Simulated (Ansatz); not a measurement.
**TaSb (zincblende structure)**

Method: r²SCAN, scalar-relativistic; no spin polarisation; PAW, 500 eV, 10×10×10 k-mesh, Gaussian smearing of 0.05 eV; code Ansatz. The datasets are Ansatz's generated set soft_2.

```
Ta Sb
1.0
     0.00000    3.12396    3.12396
     3.12396    0.00000    3.12396
     3.12396    3.12396    0.00000
Ta Sb
1 1
Direct
  0.00000 0.00000 0.00000
  0.25000 0.25000 0.25000
```

The start was a prototype's sites filled with these elements, not a measured cell.

The cell above was scaled in volume, its shape and atoms being fixed by the lattice's symmetry. Energies are counted from the cell above.

Cell and atoms are those of this level's equilibrium.

```json
{"V (Å³/atom)": "29.268", "ΔE (meV/atom)": "13.01", "P from the stress (GPa)": "3.57"}
{"V (Å³/atom)": "29.877", "ΔE (meV/atom)": "3.11", "P from the stress (GPa)": "1.69"}
{"V (Å³/atom)": "30.487", "ΔE (meV/atom)": "0.00", "P from the stress (GPa)": "0.00"}
{"V (Å³/atom)": "31.097", "ΔE (meV/atom)": "3.03", "P from the stress (GPa)": "-1.53"}
{"V (Å³/atom)": "31.707", "ΔE (meV/atom)": "11.59", "P from the stress (GPa)": "-2.90"}
{"V (Å³/atom)": "32.621", "ΔE (meV/atom)": "33.59", "P from the stress (GPa)": "-4.70"}
```

Problem. Do the energies and the pressures agree? Compare −ΔE/ΔV between neighbouring points (1 meV/Å³ = 0.1602 GPa) with the mean of their pressures.

Solution. 
| interval (Å³/atom) | −ΔE/ΔV (GPa) | mean P (GPa) |
| --- | --- | --- |
| 29.27 to 29.88 | 2.6 | 2.6 |
| 29.88 to 30.49 | 0.8 | 0.8 |
| 30.49 to 31.10 | -0.8 | -0.8 |
| 31.10 to 31.71 | -2.2 | -2.2 |
| 31.71 to 32.62 | -3.9 | -3.8 |
They differ by 0.06 GPa at most.

Problem. What do the two routes give for V0, B0 and B0′?

Solution. A third-order Birch–Murnaghan fit of the energies: V0 = 30.48 Å³/atom, B0 = 81 GPa, B0′ = 4.2. A polynomial of P in ln V, with B = −dP/d ln V at P = 0: V0 = 30.49 Å³/atom, B0 = 80 GPa, B0′ = 4.2.

B0·V0 = 80.5 GPa × 30.48 Å³ = 15.32 eV/atom sets the scale: near the minimum ΔE ≈ ½ B0 V0 x², with x = V/V0 − 1, and a pressure of 0.8 GPa squeezes the volume by about 1 %. At the ends of the curve: x = −4.0 % predicts 12.1 meV/atom and the run gives 13.0; x = +7.0 % predicts 37.8 meV/atom and the run gives 33.6. The lopsidedness is anharmonic: atoms resist being pushed together more than being pulled apart.

For elements this heavy, spin–orbit coupling would shift levels and gaps; it isn't included here. The run is a metal.
